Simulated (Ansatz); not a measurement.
GeW (P-6m2), relaxed with r²SCAN (Ansatz, a program for electronic structure, plane waves, PAW): a = 3.210 Å, b = 3.210 Å, c = 3.552 Å, α = 90.00°, β = 90.00°, γ = 120.00°.

| Quantity | Value |
|---|---|
| ΔH_f (eV/atom) | 0.25 |
| B₀ by P(V) fit (GPa) | 203 |

Q: The same phase is relaxed and computed with PBE in the same code. What are the cell and these values now?

A: a = 3.212 Å, b = 3.212 Å, c = 3.609 Å, α = 90.00°, β = 90.00°, γ = 120.00°.

- ΔH_f (eV/atom): 0.22
- B₀ by P(V) fit (GPa): 188

Constructed cells (a structure type filled with these elements, in neither database checked): GeW, P-6m2 (W on 1a, Ge on 1f). All cells were relaxed under the symmetry of their starts (and spin orders); stability against distortions was not tested throughout. Rows with no word on spin ran without spin polarisation. Spin–orbit coupling is left out wherever it is not named.

Potentials: the later of the program's two PAW sets.

Ansatz is a plane-wave DFT program.

Formation energies count from the lowest solids of the elements computed at the same level, not from gases.
